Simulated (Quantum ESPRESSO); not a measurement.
Different elements on one site among Cu Ir Re Ta

Calculated results; nothing here was measured. They come from Quantum ESPRESSO 7.5, a public plane-wave density functional program. Each row is one single-point run on a made-up periodic cell of eight metal atoms, with elements, volume, strain and displacements drawn at random and not relaxed, so a cell may be unstable or far from any real phase. There is no spin polarisation or spin-orbit coupling.

Settings: PBE unless stated; PseudoDojo standard norm-conserving files; Fermi-Dirac width 0.25 eV, which means electrons at about 2900 K; cutoff 1252 eV; 5 x 5 x 4 k mesh shifted half a step off Gamma. E is the free energy of the whole cell (internal energy minus TS), so a -TS column is already part of it. Stress is positive in tension, and the pressure P is minus a third of its trace.

Checks: one run of this series was repeated at a higher cutoff and on a denser mesh, which moved values by no more than 0.004 eV, 0.04 GPa and 0.014 eV/Å, and a second program with other atomic files agreed on it to 2 % rms in force and 0.5 GPa in pressure. Known limits: the copper pseudopotential is less sure than most, with forces differing by about three percent and pressure by about two GPa from a second method on plain copper; heavy elements are run without spin-orbit coupling, which real alloys of them have; a spin test at this wide smearing found no moment, but such smearing suppresses magnetism that the real alloy may have.

The lattice is hexagonal close-packed, and the cell vectors in Å are (0.035, -0.068, -4.532); (0.012, 4.836, 0.073); (5.732, 0.014, -0.044), a volume of 125.60 Å³. The elements on sites 1 to 8 are X Ta Re Ir Cu Re Ta Ir. The runs change X and keep the cell and the displaced positions. The column v is a rough volume for each atom of the pure element, close to PBE values, from general knowledge and not from these runs. Energies are left out, as each element's file has its own zero.

```
run,X,v (Å³),-TS (eV),force on X (eV/Å),rms force (eV/Å),P (GPa)
1,Ru,13.8,-1.663,1.414,0.564,-5.38
2,Pt,15.6,-1.554,2.040,0.657,-2.50
3,Ir,14.5,-1.600,1.772,0.623,-4.43
4,Ta,18.3,-1.515,2.276,0.663,3.42
5,W,16.1,?,?,?,?
```

## Worked fit

A straight line through the runs shown gives P = -33.2 + 1.990 v GPa with v in Å³, an error of 0.111 on the slope and a scatter of 0.38 GPa. At this fixed volume the pressure tends to rise with the size of X.

## Withheld run

Question: what pressure should run 5, with W, give?

The fit gives -1.16 ± 0.43 GPa. The calculation gave -0.47 GPa.
